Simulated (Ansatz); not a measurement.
# Equation of state of TiCd from a dense series

```yaml
crystal:
  lattice:
    - [2.90400, 0.00000, 0.00000]
    - [0.00000, 2.90400, 0.00000]
    - [0.00000, 0.00000, 8.95400]
  atoms:
    - { symbol: Ti, position: [0.00000, 0.50000, 0.60800] }
    - { symbol: Ti, position: [0.50000, 0.00000, 0.39200] }
    - { symbol: Cd, position: [0.00000, 0.50000, 0.13000] }
    - { symbol: Cd, position: [0.50000, 0.00000, 0.87000] }
```

Atom numbers follow the list: Ti1, Ti2, Cd3, Cd4.

Conventional cell: a = 2.904 Å, b = 2.904 Å, c = 8.954 Å, α = 90.00°, β = 90.00°, γ = 90.00°. Ti (atom 1) has 8 Ti at 2.82 to 2.90 Å and 4 Cd at 3.12 Å as nearest neighbours. Cd (atom 3) has 8 Cd at 2.90 to 3.10 Å and 4 Ti at 3.12 Å as nearest neighbours.

The cell comes from COD entry 1525204, which wasn't checked; take it as a given geometry.

Computed with Ansatz 0.2.0, DFT, PBEsol, all-electron LAPW, scalar-relativistic.

Settings: a Γ-centred 11×11×4 k mesh, Fermi–Dirac smearing of 0.08 eV, basis error target 1 meV/atom, no spin polarisation.

The cell is scaled evenly. Fractional coordinates are held (clamped ions).

| V (Å³/atom) | P (GPa) |
| --- | --- |
| 17.745 | 2.87 |
| 18.123 | 0.59 |
| 18.500 | -1.44 |
| 18.689 | -2.38 |
| 18.878 | -3.26 |
| 19.067 | -4.09 |
| 19.255 | -4.88 |
| 19.633 | -6.32 |

Task: Fit a third-order Birch–Murnaghan curve to the pressures.

Result: P = (3B0/2)(y^(7/2) − y^(5/2))[1 + (3/4)(B0′ − 4)(y − 1)] with y = (V0/V)^(2/3) fits within 0.01 GPa for V0 = 18.228 Å³/atom, B0 = 100.7 GPa and B0′ = 4.53.

Task: Predict the pressure at the withheld volume, 20.010 Å³/atom.

Result: There y = 0.9397, so the fit gives -7.61 GPa; the run gave -7.60 GPa.
